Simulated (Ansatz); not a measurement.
Polymorphs of CdTe, each relaxed with the program Ansatz at the HSE06 level (PAW):

A: P4_2/mmc, a = 4.337 Å, b = 4.337 Å, c = 7.864 Å, α = 90.00°, β = 90.00°, γ = 90.00°

B: zinc blende (F-43m), a = 6.564 Å, b = 6.564 Å, c = 6.564 Å, α = 90.00°, β = 90.00°, γ = 90.00°

C: P6_422, a = 4.570 Å, b = 4.570 Å, c = 10.420 Å, α = 90.00°, β = 90.00°, γ = 120.00°

D: C2/c, a = 7.464 Å, b = 4.393 Å, c = 7.522 Å, α = 90.00°, β = 111.00°, γ = 90.00°

Question: Order them by energy per atom at 0 K (lowest first) at the level HSE06.

Answer: B (+0 meV/atom), C (+119 meV/atom), D (+203 meV/atom), A (+390 meV/atom)

Question: Give each one's gap.

Answer: A no gap; B 1.50 eV; C 0.87 eV; D 0.15 eV.

Constructed cells (a structure type filled with these elements, in neither database checked): A; D. Not the usual ambient phase: A; C; D. All cells were relaxed under the symmetry of their starts (and spin orders); stability against distortions was not tested throughout. Spin–orbit coupling is left out wherever it is not named.

Potentials: the later of the program's two PAW sets.
